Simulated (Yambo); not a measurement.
Yambo input for CO$_{2}$ (space group Pa-3, No. 205) (a = b = c = 5.4971 Å, α = β = γ = 90.00°), on norm-conserving PBEsol (Quantum ESPRESSO, 84 Ry, scalar-relativistic) wavefunctions on a 4×4×4 mesh:

```
optics
chi
dipoles
kernel
FFTGvecs= 40 Ry
Chimod= "HARTREE"
NGsBlkXd= 3 Ry
% QpntsRXd
 1 | 1 |
%
% BndsRnXd
 1 | 129 |
%
GrFnTpXd= "R"
% EnRngeXd
 0.0 | 20.0 | eV
%
% DmRngeXd
 0.2 | 0.2 | eV
%
CGrdSpXd= 50
ETStpsXd= 161
% LongDrXd
 1.0 | 0.0 | 0.0 |
%
```

First lines of the file o-*.eps_q1_inv_rpa_dyson:

```
Absorption @ Q(1):   1.00000000     0.00000000     0.00000000    [q->0 direction]
#
# [ X ] Hartree size     :  123
# [GEN] GF Energies     : Perdew, Burke & Ernzerhof SOL(X)+Perdew, Burke & Ernzerhof SOL(C)
# [GEN] Green`s Function     : Retarded
#
# [GEN] Gauge     : Length
# [GEN] [r,Vnl] included     : yes
#
#    E[1] [eV]     Im(eps)     Re(eps)     Im(eps_o)     Re(eps_o)
#
     0.000000     0.129493E-4     1.966742     0.65608E-18     2.510527
     0.125000     0.270204E-3     1.966822     0.694997E-3     2.510744
     0.250000     0.527828E-3     1.967063     0.001392     2.511394
     0.375000     0.786187E-3     1.967465     0.002091     2.512481
     0.500000     0.001046     1.968028     0.002796     2.514005
     0.625000     0.001307     1.968754     0.003507     2.515970
     0.750000     0.001569     1.969644     0.004226     2.518381
     0.875000     0.001834     1.970698     0.004955     2.521244
     1.000000     0.002102     1.971918     0.005695     2.524564
     1.125000     0.002373     1.973307     0.006449     2.528351
     1.250000     0.002647     1.974865     0.007218     2.532612
     1.375000     0.002926     1.976596     0.008005     2.537359
     1.500000     0.003208     1.978502     0.008812     2.542602
     1.625000     0.003496     1.980586     0.009640     2.548355
     1.750000     0.003789     1.982851     0.010494     2.554632
     1.875000     0.004088     1.985300     0.011374     2.561448
     2.000000     0.004393     1.987938     0.012284     2.568823
     2.125000     0.004706     1.990769     0.013227     2.576775
     2.250000     0.005026     1.993797     0.014207     2.585326
     2.375000     0.005355     1.997028     0.015227     2.594499
     2.500000     0.005692     2.000466     0.016290     2.604321
     2.625000     0.006040     2.004118     0.017403     2.614820
     2.750000     0.006399     2.007990     0.018568     2.626029
     2.875000     0.006769     2.012089     0.019792     2.637980
     3.000000     0.007152     2.016424     0.021081     2.650713
     3.125000     0.007549     2.021001     0.022440     2.664270
     3.250000     0.007962     2.025831     0.023878     2.678696
     3.375000     0.008390     2.030922     0.025401     2.694042
     3.500000     0.008836     2.036286     0.027021     2.710365
     3.625000     0.009302     2.041933     0.028746     2.727727
     3.750000     0.009788     2.047877     0.030589     2.746197
     3.875000     0.010298     2.054131     0.032562     2.765850
     4.000000     0.010833     2.060710     0.034681     2.786773
```
(The file goes on to the top of the energy range.) Convergence of the RPA response with its 4×4×4 mesh was not tested.

Geometry of the Materials Project entry, not relaxed at this level.
